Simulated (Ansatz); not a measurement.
Here is the system:

TePb$_{2}$Se:
```xyz
4
Lattice="2.1957 1.2677 7.1607 -2.1957 1.2677 7.1607 0.0000 -2.5353 7.1607" Properties=species:S:1:pos:R:3 pbc="T T T"
Te     0.0000     0.0000    10.7410
Pb     0.0000     0.0000    15.9908
Pb     0.0000     0.0000     5.4913
Se     0.0000     0.0000     0.0000
```

This is the LDA-relaxed structure.

Q: All from LDA (plane waves, PAW; program Ansatz), unless another level is named. Predict the Poisson's ratio.

A: 0.26.

Q: What about the highest zone-centre frequency (without LO–TO term)?

A: 126 cm^-1.

Space group R-3m. The first step of the workflow began from a Materials Project structure, measured or hypothetical; the Crystallography Open Database copy checked does not list it. With Te and Se taken as one species the cell has the higher symmetry Fm-3m, so it may be an ordered model of a mixed-site phase. Its standing as an ambient phase is unchecked. The cell was relaxed with LDA under the symmetry of its start; of distortions, only those at the zone centre were tested. Spin–orbit coupling is left out wherever it is not named.

Potentials: the later of the program's two PAW sets.
